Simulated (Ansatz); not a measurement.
Cl:
```yaml
crystal:
  lattice:
    - [3.29497, -2.03607, 0.00000]
    - [3.29497, 2.03607, 0.00000]
    - [0.00000, 0.00000, 8.09142]
  atoms:
    - { symbol: Cl, position: [0.87555, 0.12445, 0.60888] }
    - { symbol: Cl, position: [0.12445, 0.87555, 0.39112] }
    - { symbol: Cl, position: [0.62445, 0.37555, 0.10888] }
    - { symbol: Cl, position: [0.37555, 0.62445, 0.89112] }
```

Relaxed with PBE+D3(BJ). Special points in fractions of this cell's reciprocal vectors: Γ (0.000, 0.000, 0.000); Y (0.500, 0.500, 0.000); F0 (0.345, 0.655, 0.000); Δ0 (-0.345, 0.345, 0.000); Z (0.000, 0.000, 0.500); B0 (-0.345, 0.345, 0.500); G0 (0.345, 0.655, 0.500); T (0.500, 0.500, 0.500); S (0.000, 0.500, 0.000); R (0.000, 0.500, 0.500).

Task: List the band energies nearest the valence-band maximum at these points for PBE+D3(BJ) (plane waves, PAW; program Ansatz).

Result: In eV from the valence-band maximum; about four levels below and three above (degenerate sets whole), none deeper than 8.9 eV; points with the same levels are listed once.

```csv
k,below,above
Γ,-0.99 -0.37 -0.21 0.00,2.19 3.05 6.83
Y,-1.43 -1.16 -0.41 -0.15,2.26 2.87 8.30
F0,-1.14 -0.87 -0.45 -0.18,2.60 2.87 8.84
Z,-0.83 -0.83 -0.10 -0.10,2.55 2.55 7.27 7.27
B0,-0.62 -0.62 -0.41 -0.41,2.63 2.63 9.53 9.53
T,-0.92 -0.92 -0.74 -0.74,2.50 2.50 8.96 8.96
S,-0.88 -0.88 -0.35 -0.35,2.91 2.91 7.95 7.95
R,-0.60 -0.60 -0.09 -0.09,2.60 2.60 8.25 8.25
```

Space group Cmce (molecular I2 type). Symmetry was held in the PBE+D3(BJ) relaxation. The substance is a gas or liquid at ambient conditions; this is its low-temperature solid.

Potentials: the earlier of the program's two PAW sets.
